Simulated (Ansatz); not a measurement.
# GdSn (CsCl-type structure)

Method: PBE+U (U_eff = 6 eV on Gd 4f), scalar-relativistic; collinear spin; PAW, 420 eV, 8×8×8 k-mesh, Gaussian smearing of 0.05 eV; code Ansatz; PAW files: Ansatz's generated set soft_2.

```
Gd Sn
1.0
     3.82467    0.00000    0.00000
     0.00000    3.82467    0.00000
     0.00000    0.00000    3.82467
Gd Sn
1 1
Direct
  0.00000 0.00000 0.00000
  0.50000 0.50000 0.50000
```

The cell came from substitution into a structure type; no database entry of this phase was matched, which doesn't show that none exists.

The geometry is fixed. Moments are started on Gd in several ways. q is the propagation vector of an order in a doubled cell, in units of this cell's reciprocal vectors; doubled cells take an equivalent mesh or are counted from a ferromagnetic run in the same cell, unless said otherwise. Energies count from the first row, the state in which the cell was relaxed.

The starts:
- ferromagnetic
- no spin polarisation
- antiparallel, q = (0, 0, 1/2)
- antiparallel, q = (0, 1/2, 1/2)
- antiparallel, q = (1/2, 1/2, 1/2)

Q: Which start ends lowest?

A: Lowest: antiparallel, q = (0, 0, 1/2).

```json
{"start": "ferromagnetic", "largest typed moment (μB)": "8.03*", "ΔE (meV/atom)": "0.0", "gap on the mesh (eV)": "metal", "P (GPa)": "0.0", "final spin moments (μB)": "Gd 7.30"}
{"start": "no spin polarisation", "largest typed moment (μB)": "0.00", "ΔE (meV/atom)": "4068.6", "gap on the mesh (eV)": "metal", "P (GPa)": "2.7", "final spin moments (μB)": "none"}
{"start": "antiparallel, q = (0, 0, 1/2)", "largest typed moment (μB)": "7.00*", "ΔE (meV/atom)": "-1.7", "gap on the mesh (eV)": "metal", "P (GPa)": "0.3", "final spin moments (μB)": "Gd 7.32, -7.32"}
{"start": "antiparallel, q = (0, 1/2, 1/2)", "largest typed moment (μB)": "7.00*", "ΔE (meV/atom)": "17.9", "gap on the mesh (eV)": "metal", "P (GPa)": "0.3", "final spin moments (μB)": "Gd 7.23, -7.23"}
{"start": "antiparallel, q = (1/2, 1/2, 1/2)", "largest typed moment (μB)": "7.00*", "ΔE (meV/atom)": "16.7", "gap on the mesh (eV)": "metal", "P (GPa)": "0.4", "final spin moments (μB)": "Gd 7.21, -7.21"}
```

A star marks runs that didn't start from the typed moments alone: they went on from the state of an earlier run.

The next distinct energy lies only 1.7 meV/atom above the lowest at one geometry; relaxing each state, or a finer mesh, could change the order.

The program noted a lower state or an instability beside: antiparallel, q = (0, 1/2, 1/2). The lower rows of the table may be what it saw.

The row without spin polarisation prices the pairing of the open shell's electrons, in one of several fillings that the shell can take under U, not a magnetic ordering energy.

Only orders that fit these small cells were tried, so the real crystal's order may be another.

Scalar-relativistic only: spin–orbit splittings of the heavy atoms' levels are missing. Site moments are of spin, integrated over atomic spheres.
